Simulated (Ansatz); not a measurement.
Values for one crystal, relaxed and computed with r²SCAN in the plane-wave PAW code Ansatz; other levels are named.

- Volume per atom = 8.49 Å³
- Band gap = 7.15 eV (direct)
- Poisson's ratio = 0.23
- Vibrational entropy at 300 K = 10.2 J/(K·mol of atoms)
- Young's modulus = 409 GPa
- Hill bulk and shear moduli = 256 and 166 GPa
- Dynamical stability on the path = stable (no imaginary branch)

Question: Pick the material that matches.
(A) Al2O3, corundum
(B) Mn3Al2Si3O12, Ia-3d (Al on 16a, Mn on 24c, Si on 24d, O on 96h)
(C) AlN, wurtzite
(D) BaTiO3, R3m (Ba on 3a, Ti on 3a, O on 9b)

Answer: A, Al2O3, corundum

Space group R-3c (corundum). Symmetry was held in the r²SCAN relaxation.

Potentials: the earlier of the program's two PAW sets.
